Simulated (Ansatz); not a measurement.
SiC:
```
SiC
1.0
    0.00000     2.17817     2.17817
    2.17817     0.00000     2.17817
    2.17817     2.17817     0.00000
C Si
1 1
Direct
  0.75000   0.75000   0.75000
  0.00000   0.00000   0.00000
```

Cartesian axes are those of the cell as given.

### Question
Give the proper piezoelectric stress tensor with relaxed ions from r²SCAN (plane waves, PAW; program Ansatz).

### Answer
In C/m², rows x, y, z, Voigt columns; mesh uncertainty up to 0.01.
```
0.00  0.00  0.00  0.10  0.00  0.00
0.00  0.00  0.00  0.00  0.10  0.00
0.00  0.00  0.00  0.00  0.00  0.10
```

The elastic tensor of the same run (GPa):

```
414  134  134  0.0  0.0  0.0
134  414  134  0.0  0.0  0.0
134  134  414  0.0  0.0  0.0
0.0  0.0  0.0  261  0.0  0.0
0.0  0.0  0.0  0.0  261  0.0
0.0  0.0  0.0  0.0  0.0  261
```

### Question
Convert to strain constants d = e·S.

### Answer
In pC/N:
```
0.0  0.0  0.0  0.4  0.0  0.0
0.0  0.0  0.0  0.0  0.4  0.0
0.0  0.0  0.0  0.0  0.0  0.4
```

Space group F-43m (zinc blende). Symmetry was held in the r²SCAN relaxation; phonons on a q-mesh show no instability.

Potentials: the later of the program's two PAW sets.
